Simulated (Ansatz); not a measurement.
SrSn₃Pd:
```
CELL_PARAMETERS angstrom
     -2.41512     2.41512     5.64559
      2.41512    -2.41512     5.64559
      2.41512     2.41512    -5.64559
ATOMIC_POSITIONS crystal
  Sr 0.99596 0.99596 0.00000
  Pd 0.64230 0.64230 0.00000
  Sn 0.74593 0.24593 0.50000
  Sn 0.24593 0.74593 0.50000
  Sn 0.41087 0.41087 0.00000
```

Relaxed with r²SCAN.

Q: Give the Bader charges and basin volumes of the independent atoms, plane-wave PAW r²SCAN (Ansatz code).

A: 

```json
[
 {"atom": "Sr1", "Bader charge (e)": "+1.42", "Bader volume (Å³)": "21.0"},
 {"atom": "Pd2", "Bader charge (e)": "-0.93", "Bader volume (Å³)": "24.9"},
 {"atom": "Sn3", "Bader charge (e)": "-0.04", "Bader volume (Å³)": "27.6"},
 {"atom": "Sn5", "Bader charge (e)": "-0.40", "Bader volume (Å³)": "30.7"}
]
```

Space group I4mm. The workflow started from an entry of the Crystallography Open Database (COD). Its standing as an ambient phase is unchecked. The r²SCAN relaxation kept the symmetry of its start; its stability against distortions is not shown here. The run is not spin-polarised. Scalar-relativistic: spin–orbit coupling is off unless named, which matters more the heavier the elements.

Potentials: the later of the program's two PAW sets.
